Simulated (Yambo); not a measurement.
A G0W0@LDA run in Yambo for CdOFH (space group P2_1, No. 4, within 0.06 Å of Pmn2_1) (4×2×2 Γ-centred k mesh, bands 9 to 155 and a 7 Ry block in the screening, 155 bands in G with the Bruneval-Gonze terminator, plasmon pole fitted at 27.2 eV) gives these matrix elements, in eV, at the band edges ((0, 0, -0.5) → Γ):

| state | E0 | <Vxc> | <Σx> | <Σc(E0)> | Z |
|---|---|---|---|---|---|
| valence edge | 0.000 | -21.160 | -26.828 | 4.380 | 0.790 |
| conduction edge | 1.624 | -12.707 | -8.164 | -3.199 | 0.853 |

### Question
Solve the linearised quasiparticle equation for both states, give the gap, and say how exchange and correlation each act on it.

### Answer
E = E0 + Z(Σx + Σc − Vxc). Valence: 0.000 + 0.790 × (-26.828 + (4.380) − (-21.160)) = -1.02 eV. Conduction: 1.624 + 0.853 × (-8.164 + (-3.199) − (-12.707)) = 2.77 eV. The gap is 3.79 eV, against 1.62 eV in LDA. Replacing Vxc by bare exchange alone would open it by 10.21 eV; correlation takes back 7.58 eV of that, and Z scales what is left. Nearest settings tried, and what they do to the gap: 124 bands in W, 124 bands in G: +52 meV; 6 Ry block (175 vectors against 211): -21 meV; 4×4×2 mesh: +22 meV. So the settings aren't converged at that level. Spin-orbit splittings are left out.

Geometry of the Materials Project entry, not relaxed at this level; primitive cell a = 3.534 Å, b = 4.845 Å, c = 5.628 Å, α = γ = 90.00°, β = 90.08°.

The structure is a Materials Project entry; no match was found in the copy of COD used, and its stability was not checked.
